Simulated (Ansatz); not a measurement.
SrAlSiH:
```
CELL_PARAMETERS angstrom
      4.20681     0.00000     0.00000
     -2.10340     3.64320     0.00000
      0.00000     0.00000     4.79498
ATOMIC_POSITIONS crystal
  Sr 0.00000 0.00000 0.00547
  Al 0.66667 0.33333 0.46525
  Si 0.33333 0.66667 0.55463
  H  0.66667 0.33333 0.09765
```

x, y and z are the axes in which the lattice vectors are written.

Problem. Give the proper piezoelectric stress tensor with relaxed ions from plane-wave PAW PBEsol (Ansatz code).

Solution. In C/m², rows x, y, z, Voigt columns; mesh uncertainty up to 0.02.
```
 0.00   0.00   0.00   0.00   0.06   0.33
 0.33  -0.33   0.00   0.06   0.00   0.00
-0.06  -0.06  -0.83   0.00   0.00   0.00
```

The elastic tensor of the same run (GPa):

```
  152   42.4   25.1   15.3    0.0    0.0
 42.4    152   25.1  -15.3    0.0    0.0
 25.1   25.1   59.4    0.0    0.0    0.0
 15.3  -15.3    0.0   44.8    0.0    0.0
  0.0    0.0    0.0    0.0   44.8   15.3
  0.0    0.0    0.0    0.0   15.3   54.7
```

Problem. Convert to strain constants d = e·S.

Solution. In pC/N:
```
  0.0    0.0    0.0    0.0   -0.8    6.3
  3.1   -3.1    0.0   -0.8    0.0    0.0
  1.7    1.7  -15.4    0.0    0.0    0.0
```

Space group P3m1. The first step of the workflow began from a Materials Project structure, measured or hypothetical; the Crystallography Open Database copy checked does not list it. Whether it is the stable phase at ambient conditions was not checked. The PBEsol relaxation kept the symmetry of its start; whether a distortion lowers the energy is not shown. Signs of piezoelectric constants follow the polarity of the cell as given.

Potentials: the later of the program's two PAW sets.
